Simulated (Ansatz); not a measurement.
# Fe15Co: pressure against volume

Fe15Co, Pm-3m, a = 5.725 Å. The structure is a Materials Project entry; whether it is the stable form wasn't checked. Ansatz: r2SCAN, PAW, 500 eV, Γ-centred 6×6×6 mesh on 16 atoms, Gaussian smearing 0.10 eV; collinear spin, largest moment 2.9 μB. Shape and atoms are relaxed at each volume; pressure is positive in compression.

| V (Å³/atom) | P (GPa) |
| --- | --- |
| 10.322 | ? |
| 10.674 | 18.71 |
| 11.025 | 11.07 |
| 11.377 | 4.73 |
| 11.729 | -0.04 |
| 12.081 | -5.35 |
| 12.433 | -9.88 |
| 12.902 | -14.16 |

Problem. Take V0 = 11.729 Å³/atom, count pressures from its P0 = -0.04 GPa, fit the third-order Birch–Murnaghan form to the other rows, and predict the missing pressure.

Solution. With the Eulerian strain f = ½[(V0/V)^(2/3) − 1] and y = (P − P0)/[3f(1 + 2f)^(5/2)], the form is the line y = B0 + 1.5 B0 (B0′ − 4) f. Rows (f, y): 0.03243, 164.7; 0.02106, 158.6; 0.01026, 147.3; -0.00976, 190.5; -0.01906, 189.6; -0.03078, 179.2. Means f = 0.0006917, y = 171.65; Σ(Δf)² = 0.003004, ΣΔfΔy = -1.509; the slope is their ratio. y = 172.0 − 502.2 f GPa, so B0 = 172.0 GPa and B0′ = 4 + 2 × (-502.2)/(3 × 172.0) = 2.05. At V = 10.322, f = 0.04446, y = 149.67 and P = 24.66 GPa. The run gave 26.77 GPa, so the fit is 2.11 GPa too low, 5.2 % of the span of the series, against an rms of 0.61 GPa on the fitted rows. The row lies outside the fitted range. A fourth-order term fitted to the same rows gives P = 25.36 GPa at this row's volume (the line 24.66, the run 26.77), which recovers part of the miss.

The state reached may not be the lowest one. Only parallel moments were tried here.

Cost: 8 runs of about 58 core-minutes in all, on Intel Xeon 6975P-C (Granite Rapids) (shared hosts).